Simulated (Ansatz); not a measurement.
PbO2:
Space group P4₂/mnm (No. 136); a = b = 4.9365 Å, c = 3.3906 Å, α = β = γ = 90.00°

| atom | site | symmetry | x | y | z |
|---|---|---|---|---|---|
| Pb | 2a | m.mm | 0.0000 | 0.0000 | 0.0000 |
| O | 4f | m.2m | 0.3074 | 0.3074 | 0.0000 |

Relaxed at zero pressure with LDA (plane waves, PAW; program Ansatz).

Question: The volume is lowered by 6 % and shape and atoms relax at that volume. What pressure results, and how do the axes share the change?

Answer: 10.2 GPa; a -2.8 %, b -2.8 %, c -0.5 %; the energy rises by 25 meV/atom.

Question: Give the new structure.

Answer: 
Space group P4₂/mnm (No. 136); a = 4.7971 Å, b = 4.7971 Å, c = 3.3750 Å, α = 90.00°, β = 90.00°, γ = 90.00°

| atom | site | symmetry | x | y | z |
|---|---|---|---|---|---|
| Pb | 2a | m.mm | 0.0000 | 0.0000 | 0.0000 |
| O | 4f | m.2m | 0.3071 | 0.3071 | 0.0000 |

The phase is kept; no other phase was compared at this pressure.

Space group P4_2/mnm (rutile). The cell was relaxed with LDA under the symmetry of its start; of distortions, only those at the zone centre were tested, and some modes there are weakly imaginary. Spin–orbit coupling is left out wherever it is not named.

Potentials: the later of the program's two PAW sets.
